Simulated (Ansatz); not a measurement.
CdSiN$_{2}$:
```cif
data_Cd3N6Si3
_chemical_formula_sum 'Cd3 Si3 N6'
_space_group_name_H-M_alt 'R-3m :H'
_space_group_IT_number 166
_space_group_name_Hall '-R 3 2"'
_cell_length_a 2.89402
_cell_length_b 2.89402
_cell_length_c 16.39450
_cell_angle_alpha 90.000
_cell_angle_beta 90.000
_cell_angle_gamma 120.000
loop_
_atom_site_label
_atom_site_type_symbol
_atom_site_symmetry_multiplicity
_atom_site_Wyckoff_symbol
_atom_site_fract_x
_atom_site_fract_y
_atom_site_fract_z
_atom_site_occupancy
Cd1 Cd 3 a 0.00000 0.00000 0.00000 1
Si1 Si 3 b 0.00000 0.00000 0.50000 1
N1 N 6 c 0.00000 0.00000 0.22629 1
```
(The calculation used a cell of 4 atoms; values per cell refer to that cell.)

Relaxed with PBEsol.

Task: Give the optical modes at the zone centre with their infrared activity from DFPT, plane-wave PAW PBEsol (Ansatz code).

Result: Transverse frequencies, without the LO–TO term; a row sums one degenerate level.

```
ω (cm⁻¹)  degeneracy  IR ((D/Å)²/amu)     activity  symmetry
--------  ----------  ---------------  -----------  --------
70                 2             8.18           IR        Eu
268                1            13.73           IR       A2u
407                2             0.00  IR-inactive        Eg
453                2            94.52           IR        Eu
657                1            30.83           IR       A2u
673                1             0.00  IR-inactive       A1g
```

Task: How high does the top mode go among those that the LO–TO term moves?

Result: 744 cm⁻¹ for q along x, 744 cm⁻¹ for q along y, 772 cm⁻¹ for q along z.

The start of the workflow was typed in or built on a structure type; neither database checked (COD, Materials Project) lists it. Whether it is the stable phase at ambient conditions was not checked. Symmetry was held in the PBEsol relaxation; its stability against distortions is not shown here.

Potentials: the later of the program's two PAW sets.
